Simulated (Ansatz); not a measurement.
With DFT-r²SCAN in the program Ansatz with PAW potentials, V2SiB2 in the orthorhombic phase (Cmmm; Si on 2a, V on 4j, B on 4i) relaxes to a = 2.975 Å, b = 10.406 Å, c = 3.099 Å. Against the elements it lies at -0.59 eV/atom, with no fitted shifts.

Electronic character: metallic (no gap). The magnetic state found is ferromagnetic. The net moment is 0.26 μB per atom.

The start of the workflow was typed in or built on a structure type; neither database checked (COD, Materials Project) lists it. Its standing as an ambient phase is unchecked. The cell was relaxed with r²SCAN under the symmetry of its start; its stability against distortions is not shown here. The final state is ferromagnetic, the only order run, not a proven ground state. Other orbital occupations within this spin state were not tried. The references are the lowest solids computed at this level, not always the standard phases.

Potentials: the earlier of the program's two PAW sets. The files were generated under PBE; for other functionals the program regenerates the frozen cores, and for LDA and PBEsol the local potential too.
